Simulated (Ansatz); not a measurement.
The cell below belongs to a search over invented structures; it isn't taken from experiment.

Input and command of a plane-wave DFT calculation in Ansatz:

```yaml
crystal:
  lattice:
    - [-4.2149472164, 4.2149472164, 2.306052678]
    - [4.2149472164, -4.2149472164, 2.306052678]
    - [4.2149472164, 4.2149472164, -2.306052678]
  atoms:
    - { symbol: Hf, position: [0.75, 0.25, 0.5] }
    - { symbol: Hf, position: [0.0, 0.0, 0.0] }
    - { symbol: Pd, position: [0.209598603, 0.625, 0.084598603] }
    - { symbol: Pd, position: [0.540401397, 0.125, 0.915401397] }
    - { symbol: Pd, position: [0.875, 0.790401397, 0.415401397] }
    - { symbol: Pd, position: [0.375, 0.459598603, 0.584598603] }
    - { symbol: "N", position: [0.7457322977, 0.9482260174, 0.2202139725] }
    - { symbol: "N", position: [0.7280120449, 0.5255183252, 0.7797860275] }
    - { symbol: "N", position: [0.0517739826, 0.2719879551, 0.7975062802] }
    - { symbol: "N", position: [0.2755183252, 0.9780120449, 0.2797860275] }
    - { symbol: "N", position: [0.0219879551, 0.3017739826, 0.2975062802] }
    - { symbol: "N", position: [0.6982260174, 0.9957322977, 0.7202139725] }
    - { symbol: "N", position: [0.0042677023, 0.7244816748, 0.7024937198] }
    - { symbol: "N", position: [0.4744816748, 0.2542677023, 0.2024937198] }
basis:
  ecutwfc: 500
kpoints:
  mp_grid: { grid: [8, 8, 8] }
  band_path:
    path:
      - [[0.0, 0.0, 0.0], [0.0, 0.0, 0.5], [-0.5, 0.5, 0.5], [0.0, 0.0, 0.0], [0.32483318, 0.32483318, -0.32483318]]
      - [[-0.32483318, 0.67516682, 0.32483318], [-0.5, 0.5, 0.5]]
      - [[0.0, 0.0, 0.5], [0.25, 0.25, 0.25], [0.0, 0.5, 0.0], [0.0, 0.0, 0.0]]
    npoints: 10
hamiltonian:
  xc: r2scan
scf:
  occupations: { method: gaussian, width: 0.1 }
  n_extra_bands: 35
output:
  forces: true
  stress: true
  eigenvalues: true
  populations: true
  dos: { projected: true, de: 0.02, nscf_kmesh: { grid: [10, 10, 10] } }
  bader: false
  write_density: true
  write_potential: true
  elf: true
  volumetric_format: npy
```

```bash
ansatz run input.yaml --threads 1 --pin off --max-ram 2560MiB --backend cpu --events-out ev --progress --plain --runs-dir out
```

Processor: Intel(R) Xeon(R) 6975P-C (Granite Rapids), 1 thread, on a host shared with other jobs.

Question: Estimate time, memory and problem size.

Answer: About 6.3 min, peak memory 2.1 GiB. It solves 117 bands at 59 k points (after reduction by symmetry) with about 4189 plane waves, in 8 SCF iterations.
